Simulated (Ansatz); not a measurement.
The start is a relaxed P2W cell shaken by Gaussian noise of σ = 0.08 Å a coordinate. The cell and all atomic positions are relaxed at zero pressure with PBE (plane waves to 420 eV, PAW, scalar-relativistic; Ansatz, a quantum-chemistry and plane-wave program). First-step values are on the input's coarse k-mesh.

Ansatz input (later rounds restart from its end on a renewed k-mesh):
Ansatz 0.2 input:
```yaml
crystal:
  lattice:
    - [5.1325564375, 0, 0]
    - [0, 8.0440745384, 0]
    - [0, 0, 3.8105943342]
  atoms:
    - { symbol: P, position: [0.0106440836, 0.0024391572, 0.2774883259] }
    - { symbol: P, position: [0.2863543019, 0.7510068756, 0.2325465246] }
    - { symbol: P, position: [0.7186438394, 0.2491711244, 0.1909002073] }
    - { symbol: P, position: [0.272224279, 0.2561890823, 0.2325545162] }
    - { symbol: P, position: [0.7134122074, 0.7453060822, 0.2366804237] }
    - { symbol: P, position: [0.5122133147, 0.5034374784, 0.612623099] }
    - { symbol: W, position: [-0.0161786205, 0.1835961469, 0.7289566122] }
    - { symbol: W, position: [0.0177657139, 0.8203843821, 0.7583256556] }
    - { symbol: W, position: [-0.0115333028, 0.5128955911, 0.3461576076] }
basis: { ecutwfc: 420, ecutrho_ratio: 4, xc_grid: 2, fft_grid_basis: typed }
kpoints: { mp_grid: { grid: [5, 3, 6] } }
hamiltonian:
  xc: pbe
  dispersion: none
  pseudopotentials: { kind: paw }
scf: { occupations: { method: fermi_dirac, width: 0.05 } }
relax: { f_tol: 0.01, max_steps: 100, cell: { stress_tol: 0.02 } }
output: { forces: true, stress: true }
```

**Question.** How does the volume change?

**Answer.** -0.3 %, from 17.48 to 17.42 Å³/atom.

**Question.** Does it find its way back to the structure it was made from?

**Answer.** It does not go back: it reaches Pmm2 (No. 25), 0.21 eV/atom below the parent.

**Question.** How do the shortest distances between atoms change?

**Answer.** The closest pairs of elements (up to four, under 3.6 Å), start → end: P–P 2.19 → 2.23 Å; P–W 2.26 → 2.40 Å; W–W 2.93 → 2.78 Å.

**Question.** What band gap does the relaxed structure have at this level?

**Answer.** Zero (metallic).

**Question.** What does it relax into? Give the structure.

**Answer.** 
Space group Pmm2 (No. 25); a = 3.981 Å, b = 7.412 Å, c = 5.313 Å, α = 90.00°, β = 90.00°, γ = 90.00°

| atom | site | symmetry | x | y | z |
|---|---|---|---|---|---|
| P | 1a | mm2 | 0.0000 | 0.0000 | 0.9227 |
| P | 2g | m.. | 0.0000 | 0.2693 | 0.7338 |
| P | 2g | m.. | 0.0000 | 0.2154 | 0.3190 |
| P | 1d | mm2 | 0.5000 | 0.5000 | 0.3063 |
| W | 2h | m.. | 0.5000 | 0.1872 | 0.0551 |
| W | 1b | mm2 | 0.0000 | 0.5000 | 0.0517 |

Final values are on a 12×7×9 k-mesh of the relaxed cell. No spin polarisation in the result.

The relaxed structure here is a generated cell of P2W: the first start was made by a random draw of sites in a space group, and the end was not matched to a known phase here, so it may be hypothetical.
